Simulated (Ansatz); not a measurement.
Pd (fcc, Cu type)

```yaml
crystal:
  lattice:
    - [0.00000, 1.97138, 1.97138]
    - [1.97138, 0.00000, 1.97138]
    - [1.97138, 1.97138, 0.00000]
  atoms:
    - { symbol: Pd, position: [0.00000, 0.00000, 0.00000] }
```

Level of theory: PBE (plane waves to 420 eV, PAW, scalar-relativistic; Ansatz, a first-principles code). DFPT wavenumbers on a 20×20×20 k mesh, in cm⁻¹ and rounded to 5; i marks imaginary ones, q is in fractions of the reciprocal vectors of the cell shown, and the three acoustic modes at Γ are left out. Pd is run without spin polarisation. Pd was relaxed with its symmetry unable to fall.

Problem. Is the structure dynamically stable at L = (0.5, 0.0, 0.0), X = (0.5, 0.5, 0.0)?

Solution. No imaginary mode at these points (lowest 105 cm⁻¹ at L = (0.5, 0.0, 0.0)); other wave vectors were not tested.

Problem. Predict the phonon wavenumbers at L = (0.5, 0.0, 0.0), X = (0.5, 0.5, 0.0).

Solution. 
```
q                    wavenumbers (cm⁻¹)
-------------------  ------------------
L = (0.5, 0.0, 0.0)       105 (×2), 215
X = (0.5, 0.5, 0.0)       145 (×2), 210
```
